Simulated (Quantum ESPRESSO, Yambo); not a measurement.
G0W0 results for SrHI

```cif
data_H2I2Sr2
_chemical_formula_sum 'H2 Sr2 I2'
_space_group_name_H-M_alt 'P4/nmm :1'
_space_group_IT_number 129
_space_group_name_Hall 'P 4ab 2ab -1ab'
_cell_length_a 4.29119
_cell_length_b 4.29119
_cell_length_c 8.19040
_cell_angle_alpha 90.000
_cell_angle_beta 90.000
_cell_angle_gamma 90.000
loop_
_space_group_symop_operation_xyz
  'x, y, z'
  '-y+1/2, x+1/2, z'
  '-x, -y, z'
  'y+1/2, -x+1/2, z'
  'x+1/2, -y+1/2, -z'
  '-y, -x, -z'
  '-x+1/2, y+1/2, -z'
  'y, x, -z'
  '-x+1/2, -y+1/2, -z'
  'y, -x, -z'
  'x+1/2, y+1/2, -z'
  '-y, x, -z'
  '-x, y, z'
  'y+1/2, x+1/2, z'
  'x, -y, z'
  '-y+1/2, -x+1/2, z'
loop_
_atom_site_label
_atom_site_type_symbol
_atom_site_symmetry_multiplicity
_atom_site_Wyckoff_symbol
_atom_site_fract_x
_atom_site_fract_y
_atom_site_fract_z
_atom_site_occupancy
H1 H 2 a 0.00000 0.00000 0.00000 1
Sr1 Sr 2 c 0.00000 0.50000 0.15602 1
I1 I 2 c 0.50000 0.00000 0.33523 1
```

Cell and atoms were relaxed with PBE+D3(BJ) from Materials Project entry mp-24205, within its symmetry.

Starting point: PBEsol (pw.x of Quantum ESPRESSO, ONCV potentials, no spin-orbit coupling). G0W0 in Yambo: 2×2×1 Γ-centred k mesh, 230 bands and a 7 Ry block in the screening, 230 bands in G with the Bruneval-Gonze terminator, plasmon pole fitted at 27.2 eV.

- PBEsol gap along the band path: 2.95 eV
- PBEsol gap between the mesh's edge points (X → M): 3.45 eV
- G0W0 gap between the same points: 4.98 eV
- PBEsol smallest direct gap on the mesh (at Γ): 4.15 eV
- G0W0 direct gap at that point: 5.87 eV
- estimate of the fundamental G0W0 gap (path gap plus the correction; the mesh misses a band edge): 4.47 eV

```
k point  band  E PBEsol (eV)  E QP (eV)  shift (eV)     Z
-------  ----  -------------  ---------  ----------  ----
Γ          VB          -0.36      -1.40       -1.04  0.81
Γ          CB           3.79       4.47        0.68  0.83
X          VB           0.00      -1.00       -1.00  0.80
X          CB           4.23       4.92        0.70  0.82
M          VB          -0.98      -2.08       -1.10  0.79
M          CB           3.45       3.98        0.53  0.83
```

Energies count from the PBEsol valence-band maximum.

Nearest settings tried, and what they do to the gap: 145 bands in G: -1 meV; 145 bands in W, 145 bands in G: -13 meV; 6 Ry block (249 vectors against 337): -55 meV. Not varied: mesh. So the settings aren't converged at that level. The k mesh is coarse.

Without spin-orbit coupling, band edges of such heavy elements can be off by tenths of an eV.
